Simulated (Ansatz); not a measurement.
Data:

CsBr (CsCl type), conventional cell a = b = c = 4.3244 Å, α = β = γ = 90.00°. The calculation uses the primitive cell of 2 atoms, to which meshes and values per cell refer.

This relaxed cell (volume V₀) is scaled evenly in all directions, its shape held. Symmetry pins the atoms to their sites.

Level of theory: r2SCAN (plane waves to 500 eV, PAW, scalar-relativistic; Ansatz, a program for electronic structure). k mesh 8×8×8 (Γ-centred), Fermi-Dirac smearing 0.05 eV. The energy includes the smearing's −TS. Compression counts positive. CsBr was relaxed with its symmetry unable to fall. The zero of ΔE is the relaxed starting cell.

The scan covers V/V₀ from 0.840 to 1.160 in 11 points.

What is the fitted pressure derivative B₀′?

5.2.

What bulk modulus B₀ follows from a third-order Birch-Murnaghan fit?

15.4 GPa.

(A scan under strain: stresses follow from slopes of the energy per volume, elastic moduli from its curvatures.)
